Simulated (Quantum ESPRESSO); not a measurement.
**Kohn-Sham bands of MgTe (wurtzite)**

```xyz
4
Lattice="4.5902 0.0000 0.0000 -2.2951 3.9752 0.0000 0.0000 0.0000 7.4378" Properties=species:S:1:pos:R:3 pbc="T T T"
Mg     2.2951    -1.3251    -0.0298
Mg    -2.2951     1.3251     3.6891
Te     2.2951    -1.3251     2.7818
Te    -2.2951     1.3251    -0.9371
```

Structure: Materials Project mp-1039, symmetrised, not relaxed again. COD (Crystallography Open Database) has an entry of this formula and space group (matched by these alone). Method: PBEsol plane waves in Quantum ESPRESSO 7.5 (PseudoDojo norm-conserving files, 68 Ry, spinors with spin-orbit coupling), Bloch states on a 4×4×4 mesh through Γ, Wannier90 4.0.1. Density: 12×12×4 mesh, cold smearing 0.01 Ry.

Q: List the Kohn-Sham levels between −8 and 5.0 eV relative to the valence-band maximum at the high-symmetry points, as a band run of pw.x on that density gives them (levels within 2 meV counted together).

A: 
```csv
point,k (reciprocal lattice),levels (eV)
Γ,0.000 0.000 0.000,"-3.55 (×2), -1.04 (×2), -0.88 (×2), -0.55 (×2), -0.03 (×2), 0.00 (×2), 2.04 (×2), 2.58 (×2), 4.94 (×2), 4.96 (×2)"
M,0.500 0.000 0.000,"-3.40 (×2), -2.96 (×2), -2.25 (×2), -1.48 (×2), -1.34 (×2), -0.66 (×2), 2.79 (×2), 3.50 (×2), 3.92 (×2)"
K,0.333 0.333 0.000,"-3.11, -2.95, -2.77 (×2), -2.67 (×2), -1.80 (×3), -1.55, -1.47 (×2), 3.18 (×2)"
A,0.000 0.000 0.500,"-2.34 (×4), -0.80 (×4), -0.30 (×4), 3.06 (×4)"
L,0.500 0.000 0.500,"-3.48 (×4), -1.39 (×4), -0.94 (×4), 2.86 (×4), 3.93 (×4)"
H,0.333 0.333 0.500,"-3.38 (×2), -3.16 (×2), -2.43 (×2), -2.05 (×2), -0.94 (×2), -0.80 (×2), 3.54 (×2), 3.56 (×2), 4.71 (×2), 4.84 (×2)"
```
